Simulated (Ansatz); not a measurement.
Sr$_{2}$TaNO$_{3}$:
```yaml
crystal:
  lattice:
    - [-1.99572, 2.02507, 6.27558]
    - [1.99572, -2.02507, 6.27558]
    - [1.99572, 2.02507, -6.27558]
  atoms:
    - { symbol: Sr, position: [0.64476, 0.64476, 0.00000] }
    - { symbol: Sr, position: [0.35524, 0.35524, 0.00000] }
    - { symbol: Ta, position: [0.00000, 0.00000, 0.00000] }
    - { symbol: N, position: [0.50000, 0.00000, 0.50000] }
    - { symbol: O, position: [0.83856, 0.83856, 0.00000] }
    - { symbol: O, position: [0.16144, 0.16144, 0.00000] }
    - { symbol: O, position: [0.00000, 0.50000, 0.50000] }
```

Relaxed with PBEsol. Special points in fractions of this cell's reciprocal vectors: Γ (0.000, 0.000, 0.000); X (0.500, 0.500, -0.500); F2 (0.275, 0.725, -0.275); Σ0 (-0.275, 0.275, 0.275); Y0 (0.276, -0.276, 0.276); U0 (0.724, 0.276, -0.276); R (0.000, 0.500, 0.000); W (0.250, 0.250, 0.250); S (0.500, 0.000, 0.000); T (0.000, 0.000, 0.500).

List the band energies nearest the valence-band maximum at these points for the program Ansatz at the PBEsol with spin–orbit coupling level (PAW).

In eV from the valence-band maximum; about four levels below and three above (degenerate sets whole), none deeper than 8.9 eV; points with the same levels are listed once.

| k | below | above |
|---|---|---|
| Γ | -1.08 -1.08 0.00 0.00 | 0.57 0.57 1.69 1.69 |
| X | -1.09 -1.09 -0.06 -0.06 | 0.59 0.59 2.33 2.33 |
| F2 | -1.00 -1.00 -0.32 -0.32 | 2.52 2.52 3.44 3.44 |
| Y0 | -2.43 -2.43 -0.82 -0.82 | 2.36 2.36 3.96 3.96 |
| R | -0.92 -0.92 -0.31 -0.31 | 2.48 2.48 3.48 3.48 |
| W | -1.16 -1.16 -0.71 -0.71 | 3.66 3.66 4.21 4.21 |
| S | -2.35 -2.35 -0.85 -0.85 | 2.32 2.32 3.86 3.86 |
| T | -1.09 -1.09 -0.72 -0.72 | 3.77 3.77 4.06 4.06 |

Space group Immm. The first step of the workflow began from a Materials Project structure, measured or hypothetical; the Crystallography Open Database copy checked does not list it. With N and O taken as one species the cell has the higher symmetry I4/mmm, so it may be an ordered model of a mixed-site phase. Its standing as an ambient phase is unchecked. Symmetry was held in the PBEsol relaxation. At this level the phase is dynamically unstable (imaginary phonons). No spin polarisation was allowed.

Potentials: the later of the program's two PAW sets.
